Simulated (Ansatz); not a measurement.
Is this SnPb₃S₄ structure stable?

It was reached by relaxing an invented guess, and it needn't be the stable form of this composition.

The calculation used DFT PBE, scalar-relativistic, plane waves, PAW in Ansatz 0.2.0. Plane waves to 420 eV, a 10×10×4 mesh through Γ for the 8-atom cell and 0.10 eV Gaussian smearing; no spin polarisation.

```
Sn Pb S
1.0
     4.22328    0.00000    0.00000
     0.00000    4.22328    0.00000
     0.00000    0.00000   11.94516
Sn Pb S
1 3 4
Direct
  0.50000 0.50000 0.50000
  0.00000 0.00000 0.25171
  0.00000 0.00000 0.74829
  0.50000 0.50000 0.00000
  0.00000 0.00000 0.00000
  0.50000 0.50000 0.25440
  0.00000 0.00000 0.50000
  0.50000 0.50000 0.74560
```

Energies over the elements count from the elements' standard structures at the same level, with no fitted energy shifts. The references include grey tin.

**Question.** These tests were run: energy against the elements; phonons on a 2×2×1 q mesh. What do they show?

**Answer.**

```json
{"test": "energy against the elements", "result": "−0.51 eV/atom"}
{"test": "phonons on a 2×2×1 q mesh", "result": "imaginary modes down to 91i cm⁻¹"}
```

It fails one test: phonons on a 2×2×1 q mesh. So it isn't even a local minimum.

These runs have no spin–orbit coupling, which can matter for Pb. The reference form of S is held partly by dispersion forces, which this level lacks. The run for the phonons used a 10×10×4 k mesh and Fermi–Dirac smearing of 0.15 eV.
